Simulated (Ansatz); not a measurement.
Zr:
```yaml
crystal:
  lattice:
    - [4.92218, 0.00000, 0.00000]
    - [-2.46109, 4.26273, 0.00000]
    - [0.00000, 0.00000, 3.08391]
  atoms:
    - { symbol: Zr, position: [0.00000, 0.00000, 0.50000] }
    - { symbol: Zr, position: [0.33333, 0.66667, 0.00000] }
    - { symbol: Zr, position: [0.66667, 0.33333, 0.00000] }
```

Relaxed with LDA. Special points in fractions of this cell's reciprocal vectors: Γ (0.000, 0.000, 0.000); M (0.500, 0.000, 0.000); K (0.333, 0.333, 0.000); A (0.000, 0.000, 0.500); L (0.500, 0.000, 0.500); H (0.333, 0.333, 0.500).

**Question.** List the band energies nearest the Fermi level at these points for the program Ansatz at the LDA level (PAW).

**Answer.** In eV from the Fermi level; about four levels below and three above (degenerate sets whole), none deeper than 8.9 eV; points with the same levels are listed once.

```tsv
k	below	above
Γ	-0.45 -0.45 -0.38 -0.38 -0.18	0.86 1.69 1.69
M	-0.70 -0.69 -0.53 -0.03	0.75 1.09 1.98
K	-3.01 -3.01 -0.56 -0.56 -0.11	0.33 0.81 0.81
A	-2.08 -2.03 -2.03 -1.26	1.27 1.27 1.78 1.78
L	-2.09 -1.63 -0.86 -0.42	0.25 0.96 1.48
H	-1.61 -1.61 -1.17 -1.06 -1.06	0.53 0.53 0.95 0.95
```

Space group P6/mmm. This is a known high-pressure phase of the composition, computed here at zero pressure and temperature. The LDA relaxation kept the symmetry of its start; whether a distortion lowers the energy is not shown. The run is not spin-polarised. Scalar-relativistic: spin–orbit coupling is off unless named, which matters more the heavier the elements.

Potentials: the earlier of the program's two PAW sets.
